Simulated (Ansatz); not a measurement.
A geometry of Bi away from equilibrium: step 2 of the relaxation of a relaxed Bi cell shaken by Gaussian noise of σ = 0.08 Å a coordinate. The numbers are results of r2SCAN (plane waves to 500 eV, PAW, scalar-relativistic; Ansatz, a first-principles code), not measurements. Γ-centred k-mesh 5×5×5 on the run's cell (coarser than for final values), Fermi–Dirac smearing 0.05 eV.

```xyz
8
Lattice="6.3838 -0.0158 -0.0149 -0.0158 6.3688 -0.0057 -0.0149 -0.0057 6.3639" Properties=species:S:1:pos:R:3 pbc="T T T"
Bi     1.8025     0.0775     3.1533
Bi     4.9676     0.1260     3.0072
Bi    -0.0383     3.1403     1.7230
Bi     0.1035     2.9963     4.8695
Bi     3.4379     1.7119    -0.1062
Bi     3.0473     4.8826     0.0072
Bi    -0.0583    -0.1292    -0.0306
Bi     3.1919     3.3964     3.1807
```

Problem. Which atoms carry the largest force, and which way does it point?

Solution. 0.44 eV/Å, on Bi4 (atoms numbered as listed); on Bi4 its components are (-0.07, -0.14, 0.41).

Problem. What is the pressure?

Solution. -0.2 GPa, compression positive.

No spin polarisation in the result.

Of the parent cell (Pm-3n (No. 223)): it is a generated cell of Bi: the first start was made by placing the elements on the sites of a structure type, and the end was not matched to a known phase here, so it may be hypothetical. Known forms of Bi include space group No. 166.
